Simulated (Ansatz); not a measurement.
The relaxed structure here is a generated cell of Au: the first start was made by a random draw of sites in a space group, and the end was not matched to a known phase here, so it may be hypothetical. Known forms of Au include space group No. 225.

One stationary structure of Au. All values below come from r2SCAN (plane waves to 500 eV, PAW, scalar-relativistic; Ansatz, a program for electronic structure).

```
CELL_PARAMETERS angstrom
      2.79585     0.00000     0.00000
     -1.39792     2.42128     0.00000
      0.00000     0.00000     2.77962
ATOMIC_POSITIONS crystal
  Au 0.00000 0.00000 0.00000
```

Task: Find the space group and the Wyckoff positions (tolerance 0.01 Å).

Result: Space group P6/mmm (No. 191); a = b = 2.796 Å, c = 2.780 Å, α = β = 90.00°, γ = 120.00°

```csv
atom,site,symmetry,x,y,z
Au,1a,6/mmm,0.0000,0.0000,0.0000
```

This is the AFLOW prototype A_hP1_191_a (A_f, as in Sn).

Task: Give the shortest distances between elements (the closest pairs, up to four, under 3.6 Å).

Result: Au–Au 2.78 Å.

```yaml
volume_per_atom: 18.82 Å³
density: 17.38 g/cm³
band_gap: no gap (metallic)
```

No spin polarisation in the result.

The run could not lose the symmetry of its start: the end is stationary, and may be a saddle point rather than a minimum.
